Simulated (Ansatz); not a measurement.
NbSiB in space group Cmcm (No. 63; Si on 4c, B on 4c, Nb on 4c), r²SCAN in the plane-wave PAW code Ansatz, all energies at zero smearing, with the estimated change up to a 700 eV cutoff added, with one set of potentials and settings (totals compare only within such a set). Cell of 6 atoms (2 Si, 2 B, 2 Nb): -10722.137 eV.

```csv
element,reference phase,E (eV/atom)
Si,"Fd-3m, 2 atoms in the cell",-639.0667
B,"R-3m, 12 atoms in the cell",-156.5544
Nb,"Im-3m, 1 atoms in the cell",-4563.6321
```

Formation energy per atom, worked out: (-10722.137 − 2×(-639.0667) − 2×(-156.5544) − 2×(-4563.6321))/6 = -0.605 eV/atom (-58 kJ per mol of atoms), at 0 K, without zero-point energy or fitted corrections.

The start of the workflow was typed in or built on a structure type; neither database checked (COD, Materials Project) lists it. Its standing as an ambient phase is unchecked. Symmetry was held in the r²SCAN relaxation; its stability against distortions is not shown here. No spin polarisation was allowed. The references are the lowest solids computed at this level, not always the standard phases.

Potentials: the later of the program's two PAW sets.
